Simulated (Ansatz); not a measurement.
Ansatz (a quantum-chemistry and plane-wave program) input:

Ansatz 0.2 input:
```yaml
crystal:
  lattice:
    - [3.5995271633, 0.0, 0.0]
    - [-1.7997635817, 3.1172819651, 0.0]
    - [0.0, 0.0, 5.5792338098]
  atoms:
    - { symbol: Y, position: [0.3333333333, 0.6666666667, 0.25] }
    - { symbol: Y, position: [0.6666666667, 0.3333333333, 0.75] }
kpoints:
  mp_grid: { grid: [27, 27, 16] }
hamiltonian:
  xc: pbesol
  pseudopotentials: { azcp: { folder: ./paw }, kind: paw }
scf:
  occupations: { method: fermi_dirac, width: 0.1 }
elastic: { mode: relaxed_ion, stencil: two_point, amplitude: 0.005, f_tol: 0.0005 }
```

Output (shortened):

```
Pseudopotentials: kind: paw
Pseudopotential: Y, paw, valence charge 11
Functional definition: PBEsol
Crystal: 2 atoms, lattice volume = 62.603 Å³
Basis set: ecut = 420 eV, 1207 PW (Γ), exchange–correlation on 50×50×80 points (8 copies of the dense FFT grid, shifted against one another)
Bands: 15, of which v1, the nominal top of the filled ones, is band 11 counted from 1 (10 counted from 0)
Symmetry: 24 space group operations
Space group: P63/mmc (ITA 194), of the structure as read, at distance tolerance 4.0e-5 Å
k-points: 675 of 11664
PAW frozen core: Y, regenerated for the run's functional, and the local potential with it
Initial density: superposition of atomic densities (chi_scale 0.1, normalization cell)
Initial wavefunctions: pseudopotential atomic-orbital guess
Eigensolver: davidson
Functional: x = pbesol(κ = 0.804, μ = 0.12345679012345678), c = pbesol(β = 0.046)
all-band conjugate gradients solve this SCF's bands
SCF 1 converged in 10 iterations: F = -7590.246957 eV  dr2 = 3.68e-15
Crystal: 2 atoms, lattice volume = 62.290 Å³
Basis set: ecut = 420 eV, 1205 PW (Γ), exchange–correlation on 50×50×80 points (8 copies of the dense FFT grid, shifted against one another)
Symmetry: 8 space group operations
k-points: 1764 of 11664
Initial density: handed on by an earlier stage of this run
Initial wavefunctions: pseudopotential atomic-orbital guess (no wavefunctions were taken with the density)
SCF 2 converged in 9 iterations: F = -7590.246591 eV  dr2 = 1.23e-14
relax step   1: F+E_penalty+E_count = -7590.24659127 eV  Δ(F+E_penalty+E_count) = +0.000e0 eV  max|allowed force component| = 7.828e-3 eV/Å  Δτ_max = 0.0000 Å  (9 SCF iters, accepted)
density extrapolation: transplant  |δρ|_rms = 1.071e-2 e/Å³  SAD shift = 4.004e-3 e/Å³
Crystal: 2 atoms, lattice volume = 62.290 Å³
Initial wavefunctions: those handed on with the density
SCF 3 converged in 7 iterations: F = -7590.246615 eV  dr2 = 8.85e-15
relax step   2: F+E_penalty+E_count = -7590.24661522 eV  Δ(F+E_penalty+E_count) = -2.396e-5 eV  max|allowed force component| = 1.261e-3 eV/Å  Δτ_max = 0.0036 Å  (7 SCF iters, accepted)
density extrapolation: transplant  |δρ|_rms = 1.071e-2 e/Å³  SAD shift = 5.556e-4 e/Å³
Crystal: 2 atoms, lattice volume = 62.290 Å³
SCF 4 converged in 6 iterations: F = -7590.246616 eV  dr2 = 1.01e-14
relax step   3: F+E_penalty+E_count = -7590.24661586 eV  Δ(F+E_penalty+E_count) = -6.366e-7 eV  max|allowed force component| = 2.427e-6 eV/Å  Δτ_max = 0.0005 Å  (6 SCF iters, accepted)
Crystal: 2 atoms, lattice volume = 62.290 Å³
SCF 5 converged in 4 iterations: F = -7590.246616 eV  dr2 = 5.62e-14
Crystal: 2 atoms, lattice volume = 62.916 Å³
Basis set: ecut = 420 eV, 1219 PW (Γ), exchange–correlation on 50×50×80 points (8 copies of the dense FFT grid, shifted against one another)
SCF 6 converged in 9 iterations: F = -7590.246518 eV  dr2 = 9.73e-15
relax step   1: F+E_penalty+E_count = -7590.24651787 eV  Δ(F+E_penalty+E_count) = +0.000e0 eV  max|allowed force component| = 7.871e-3 eV/Å  Δτ_max = 0.0000 Å  (9 SCF iters, accepted)
density extrapolation: transplant  |δρ|_rms = 1.074e-2 e/Å³  SAD shift = 3.444e-3 e/Å³
Crystal: 2 atoms, lattice volume = 62.916 Å³
SCF 7 converged in 7 iterations: F = -7590.246542 eV  dr2 = 7.79e-15
relax step   2: F+E_penalty+E_count = -7590.24654237 eV  Δ(F+E_penalty+E_count) = -2.450e-5 eV  max|allowed force component| = 8.881e-5 eV/Å  Δτ_max = 0.0032 Å  (7 SCF iters, accepted)
Crystal: 2 atoms, lattice volume = 62.916 Å³
SCF 8 converged in 4 iterations: F = -7590.246542 eV  dr2 = 7.06e-14
density extrapolation: transplant  |δρ|_rms = 1.073e-2 e/Å³  SAD shift = 3.521e-3 e/Å³
Crystal: 2 atoms, lattice volume = 62.290 Å³
Basis set: ecut = 420 eV, 1183 PW (Γ), exchange–correlation on 50×50×80 points (8 copies of the dense FFT grid, shifted against one another)
SCF 9 converged in 7 iterations: F = -7590.245785 eV  dr2 = 2.61e-14
density extrapolation: first-order (α = -2.000)  |δρ|_rms = 1.073e-2 e/Å³  SAD shift = 3.493e-3 e/Å³
Crystal: 2 atoms, lattice volume = 62.916 Å³
SCF 10 converged in 6 iterations: F = -7590.247309 eV  dr2 = 3.82e-15
Crystal: 2 atoms, lattice volume = 62.603 Å³
Basis set: ecut = 420 eV, 1209 PW (Γ), exchange–correlation on 50×50×80 points (8 copies of the dense FFT grid, shifted against one another)
Symmetry: 4 space group operations
k-points: 3038 of 11664
SCF 11 converged in 8 iterations: F = -7590.246828 eV  dr2 = 3.60e-14
relax step   1: F+E_penalty+E_count = -7590.24682792 eV  Δ(F+E_penalty+E_count) = +0.000e0 eV  max|allowed force component| = 1.447e-4 eV/Å  Δτ_max = 0.0000 Å  (8 SCF iters, accepted)
Crystal: 2 atoms, lattice volume = 62.603 Å³
SCF 12 converged in 4 iterations: F = -7590.246828 eV  dr2 = 4.66e-14
Crystal: 2 atoms, lattice volume = 62.603 Å³
SCF 13 converged in 8 iterations: F = -7590.246828 eV  dr2 = 3.58e-14
relax step   1: F+E_penalty+E_count = -7590.24682792 eV  Δ(F+E_penalty+E_count) = +0.000e0 eV  max|allowed force component| = 1.447e-4 eV/Å  Δτ_max = 0.0000 Å  (8 SCF iters, accepted)
Crystal: 2 atoms, lattice volume = 62.603 Å³
SCF 14 converged in 4 iterations: F = -7590.246828 eV  dr2 = 4.68e-14
SCF converged after 10 iterations
Free energy (F): -7590.246957 eV
Harris-Foulkes:  -7590.246957 eV  (|F-HF|=2.73e-12)
Internal energy: -7590.130228 eV  (E = F + TS)
E sigma→0 (E₀):  -7590.188592 eV
Entropy (-TS):   -0.116729 eV (-58.364 meV/atom)
Fermi energy:    9.807224 eV
--- Per-component energies (eV) ---
  E_band       = -230.210382
  E_kinetic    = 631.694877
  E_local      = -1172.457903  (includes V_loc(G=0)·N_el)
  E_nonlocal   = 57.288774
  E_hartree    = 370.734924
  E_xc         = -353.839248
  E_vxc        = -408.993657  (∫ρ·V_xc dr)
  E_paw        = -5527.707073  (= ΣΔE_a)
  E_vpaw       = -79.212366  (= ΣTr[D̂ρ^β])
  E_aug_tail   = 0.000046  (compensation charges beyond the density's cutoff)
  E_ewald      = -1596.142172
  E_core_change = 0.297547  (= ΣΔE_core)
  E_smearing   = -0.116729  (= −TS)
  E_closure    = 0.000000  (closes the sum)
  Σ components = -7590.246957   (vs F -7590.246957, Δ=0.00e0)
--- Forces (eV/Å), atoms counted from 1 ---
  atom   1  Y      0.00000000     0.00000000     0.00000000
  atom   2  Y      0.00000000     0.00000000     0.00000000
  max |Σ_I F_I| component: 9.25e-18 eV/Å
--- Stress (GPa, compression-positive) ---
       -0.020047       0.000000       0.000000
        0.000000      -0.020047       0.000000
        0.000000       0.000000       0.388468
  P = ⅓ Tr σ = 0.1161 GPa (1.161 kbar)
  The stress holds the Pulay correction. Without it, at fixed plane waves, as pw.x and ABINIT print it: P = 0.1119 GPa
  The stress includes an estimate of the error left by incomplete SCF convergence (largest component  0.0000 GPa; it does not cover the PAW one-centre terms).
--- Band table (eV; the first three rows and the last of 675) ---
  k-point 0: bands = ["-32.6318", "-32.5354", "-13.0199", "-12.4503", "-12.4503", "-12.3386", "-12.3386", "-12.2946", "5.0817", "7.8982", "10.9411", "11.5758", "11.5758", "12.0023", "12.2448"]
  k-point 1: bands = ["-32.6308", "-32.5364", "-13.0134", "-12.4492", "-12.4492", "-12.3397", "-12.3397", "-12.3021", "5.1094", "7.8848", "10.9069", "11.5546", "11.5546", "11.9746", "12.2178"]
  k-point 2: bands = ["-32.6281", "-32.5392", "-12.9941", "-12.4461", "-12.4461", "-12.3429", "-12.3429", "-12.3242", "5.1917", "7.8412", "10.8176", "11.5040", "11.5040", "11.8935", "12.1428"]
  k-point 674: bands = ["-32.5364", "-32.5364", "-12.8689", "-12.8689", "-12.6895", "-12.6895", "-12.4122", "-12.4122", "9.3987", "9.3987", "9.4077", "9.4077", "10.2901", "10.2901", "12.6717"]
  band table: 15 of 15 bands, residual norms ≤ 1.0e-3 eV
--- Elastic constants: 3 strain directions × 2 members + reference (group order 24) ---
  dense FFT box of the reference and of every strained cell: 25×25×40
  strains applied: 11, 33, 23; error gains …
  C = ∂σ_k/∂η_j (tension-positive GPa; Voigt order 11 22 33 23 13 12):
        77.289     25.339     23.427      0.000      0.000      0.000
        25.339     77.289     23.427      0.000      0.000      0.000
        23.836     23.836     83.864      0.000      0.000      0.000
         0.000      0.000      0.000     26.261      0.000      0.000
         0.000      0.000      0.000      0.000     26.261      0.000
         0.000      0.000      0.000      0.000      0.000     25.975
  reference stress σ⁰ (GPa):      0.020      0.020     -0.388      0.000      0.000      0.000
  moduli (Voigt/Reuss/Hill, GPa): K = 42.63/42.60/42.61   G = 26.76/26.69/26.73   E = 66.31   ν = 0.241
  mechanically stable: yes (min eigenvalue of sym C = 25.98 GPa)
  strain η (Voigt 11):  stress-route row diagonal C_11 = 77.29 GPa, energy-path curvature d²(F+E_count+ΔE)/dδ²/Ω₀ = 77.30 GPa
         δ    σ_11 (GPa)             F (eV)   n_scf  n_hpsi   n_pw
    -5.000e-3      -0.3700       -7590.2466159       4  404702   1243   relax 3 steps, max|allowed force component| 2.43e-6 eV/Å
     5.000e-3       0.4029       -7590.2465424       4  403766   1256   relax 2 steps, max|allowed force component| 8.88e-5 eV/Å
  strain η (Voigt 33):  stress-route row diagonal C_33 = 83.86 GPa, energy-path curvature d²(F+E_count+ΔE)/dδ²/Ω₀ = 83.87 GPa
         δ    σ_33 (GPa)             F (eV)   n_scf  n_hpsi   n_pw
    -5.000e-3      -0.8125       -7590.2457850       7  192517   1248   relax 0 steps, max|allowed force component| 5.09e-17 eV/Å
     5.000e-3       0.0261       -7590.2473091       6  165674   1251   relax 0 steps, max|allowed force component| 1.62e-17 eV/Å
  strain η (Voigt 23):  stress-route row diagonal C_44 = 26.26 GPa, energy-path curvature d²(F+E_count+ΔE)/dδ²/Ω₀ = 26.35 GPa
         δ    σ_23 (GPa)             F (eV)   n_scf  n_hpsi   n_pw
    -5.000e-3      -0.1313       -7590.2468279       4  716237   1248   relax 1 steps, max|allowed force component| 1.45e-4 eV/Å
     5.000e-3       0.1313       -7590.2468279       4  716387   1248   relax 1 steps, max|allowed force component| 1.45e-4 eV/Å
```

Cost: roughly 6 core-minutes on shared cores.

Space group P6_3/mmc (hcp (Mg type)). Symmetry was held in the PBEsol relaxation; phonons on a q-mesh show no instability. No spin polarisation was allowed. As this level gives no gap, shear constants depend on the k-mesh and smearing (Fermi–Dirac, 0.1 eV here). Axis ratios of metals converge slowly with the k-mesh, so a and c are less sure than the volume. On the denser mesh and wider smearing of the elastic run this cell carries a stress of 0.4 GPa. Spin–orbit coupling is left out wherever it is not named.

Potentials: the earlier of the program's two PAW sets.

Ansatz is a plane-wave DFT program.
